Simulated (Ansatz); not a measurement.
Sb, DFT, PBEsol, all-electron LAPW, scalar-relativistic (Ansatz 0.2.0), run on 1 thread of Arm Neoverse V2 on a shared host.

The geometry is COD entry 9013009, unchecked; take it as a test cell. The listed cell was then made from it by scaling, straining or moving an atom.

Command: `ansatz run input.yaml --threads 1 --pin off --max-ram 3072MiB --backend cpu --events-out ev --progress --plain --runs-dir out`

```yaml
crystal:
  lattice:
    - [0.0, 2.3511, 2.305]
    - [2.3511, 0.0, 2.305]
    - [2.3511, 2.3511, 0.0]
  atoms:
    - { symbol: Sb, position: [0.0, 0.0, 0.0] }
kpoints:
  mp_grid: { grid: [12, 12, 12] }
  band_path:
    path:
      - [0.0, 0.0, 0.0]
      - [0.0, 0.5, 0.5]
      - [0.25, 0.75, 0.5]
      - [0.0, 0.5, 0.0]
      - [0.0, 0.0, 0.0]
      - [0.5, 0.5, 0.0]
      - [0.38005, 0.61995, 0.0]
      - [-0.38005, 0.38005, 0.0]
      - [0.0, 0.0, 0.0]
    npoints: 5
scf:
  occupations: { method: fermi_dirac, width: 0.05 }
hamiltonian:
  xc: pbesol
  pseudopotentials: { kind: all_electron, lapw: { basis_error: 0.001 } }
output:
  forces: true
  stress: true
  eigenvalues: true
```

Question: How large is the problem that the program sets up?

Answer: 163 irreducible k-points, 129 plane waves at Γ, 16 bands.

Question: About how long does it take, and how much memory does it use?

Answer: 9.1 s of wall time for 7 SCF iterations, with a peak of 0.3 GiB. Times on shared machines scatter by tens of per cent.
